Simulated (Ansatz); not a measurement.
Data:

InAg2:
```cif
data_Ag16In8
_chemical_formula_sum 'Ag16 In8'
_space_group_name_H-M_alt 'Fd-3m :1'
_space_group_IT_number 227
_space_group_name_Hall 'F 4d 2 3 -1d'
_cell_length_a 7.75194
_cell_length_b 7.75194
_cell_length_c 7.75194
_cell_angle_alpha 90.000
_cell_angle_beta 90.000
_cell_angle_gamma 90.000
loop_
_atom_site_label
_atom_site_type_symbol
_atom_site_symmetry_multiplicity
_atom_site_Wyckoff_symbol
_atom_site_fract_x
_atom_site_fract_y
_atom_site_fract_z
_atom_site_occupancy
Ag1 Ag 16 c 0.12500 0.12500 0.12500 1
In1 In 8 b 0.50000 0.50000 0.50000 1
```
(The calculation used a cell of 6 atoms; values per cell refer to that cell.)

This is the PBEsol-relaxed structure.

All from PBEsol in the plane-wave PAW code Ansatz, unless another level is named. Give the bulk modulus (Birch–Murnaghan fit).

83.3 GPa.

Next, the highest zone-centre frequency?

250 cm^-1.

A made-up cell: these elements were put on the sites of a structure type; neither database checked (COD, Materials Project) lists it. Its standing as an ambient phase is unchecked. Symmetry was held in the PBEsol relaxation. At this level the phase is dynamically unstable (imaginary phonons). No spin polarisation was allowed. As this level gives no gap, phonon frequencies hold no LO–TO term and depend on the k-mesh and smearing (Fermi–Dirac, 0.1 eV here).

Potentials: the earlier of the program's two PAW sets. The files were generated under PBE; for other functionals the program regenerates the frozen cores, and for LDA and PBEsol the local potential too.
